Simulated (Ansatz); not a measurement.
NiBi3 in space group Pnma (No. 62; Ni on 4c, Bi on 4c, Bi on 4c, Bi on 4c), PBEsol (plane waves, PAW; program Ansatz), all energies at zero smearing, with the estimated change up to a 700 eV cutoff added, with one set of potentials and settings (totals compare only within such a set). Cell of 16 atoms (4 Ni, 12 Bi): -170124.881 eV.

```csv
element,reference phase,E (eV/atom)
Ni,"Fm-3m, 1 atoms in the cell, spin-polarised",-5804.9762
Bi,"R-3m, 2 atoms in the cell",-12242.0039
```

Formation energy per atom, worked out: (-170124.881 − 4×(-5804.9762) − 12×(-12242.0039))/16 = -0.058 eV/atom (-6 kJ per mol of atoms), at 0 K, without zero-point energy or fitted corrections.

The workflow started from a Materials Project entry (that database holds measured and hypothetical structures alike); the Crystallography Open Database copy checked does not list it. Whether it is the stable phase at ambient conditions was not checked. The PBEsol relaxation kept the symmetry of its start; its stability against distortions is not shown here. The run is not spin-polarised. The references are the lowest solids computed at this level, not always the standard phases. Spin–orbit coupling is left out wherever it is not named.

Potentials: the later of the program's two PAW sets.
